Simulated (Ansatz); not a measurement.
TaC (rock salt)

```
TaC
1.0
    0.00000     2.23793     2.23793
    2.23793     0.00000     2.23793
    2.23793     2.23793     0.00000
C Ta
1 1
Direct
  0.00000   0.00000   0.00000
  0.50000   0.50000   0.50000
```

This relaxed cell (volume V₀) is scaled evenly in all directions, its shape held. Symmetry pins the atoms to their sites.

These are PBE (plane waves to 420 eV, PAW, scalar-relativistic; Ansatz, a quantum-chemistry and plane-wave program) values and carry that method's errors. k mesh 18×18×18 (Γ-centred), Fermi-Dirac smearing 0.05 eV. Stress and pressure are positive under compression. Spin-orbit coupling is left out, though Ta is heavy. TaC is run without spin polarisation. TaC was relaxed with its symmetry unable to fall.

At one point of the scan the stress tensor (GPa) is:

```
  -14.3      0.0      0.0
    0.0    -14.3      0.0
    0.0      0.0    -14.3
```

Q: Which point is it?
(A) V/V₀ = 1.067
(B) V/V₀ = 1.033
(C) V/V₀ = 1.100
(D) V/V₀ = 1.050

A: D, V/V₀ = 1.050

(A scan under strain: stresses follow from slopes of the energy per volume, elastic moduli from its curvatures.)
